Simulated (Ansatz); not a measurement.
Ta2N in space group P-31m (No. 162; Ta on 6k, N on 2d, N on 1a) at seven volumes, plane-wave PAW r²SCAN (Ansatz code), shape and atoms relaxed at each. One row is withheld.

| V (Å³/atom) | P (GPa) |
|---|---|
| 12.086 | 34.63 |
| 12.484 | 21.23 |
| 12.883 | 9.78 |
| 13.281 | 0.00 |
| 13.680 | -8.36 |
| 14.078 | ? |
| 14.477 | -21.57 |

**Question.** Fit the shown pressures and predict the withheld one.

**Answer.** P = (3/2)B₀(x^(7/2) − x^(5/2))[1 + (3/4)(B′ − 4)(x − 1)] with x = (V₀/V)^(2/3). Least squares on the six rows gives V₀ = 13.281 Å³/atom, B₀ = 300 GPa, B′ = 4.24. At V = 14.078, x = 0.9619 and P = -15.45 GPa. The run itself gave -15.49 GPa.

The first step of the workflow began from a Materials Project structure, measured or hypothetical; the Crystallography Open Database copy checked does not list it. Its standing as an ambient phase is unchecked. The cell was relaxed with r²SCAN under the symmetry of its start; whether a distortion lowers the energy is not shown. The run is not spin-polarised. Scalar-relativistic: spin–orbit coupling is off unless named, which matters more the heavier the elements.

Potentials: the later of the program's two PAW sets.
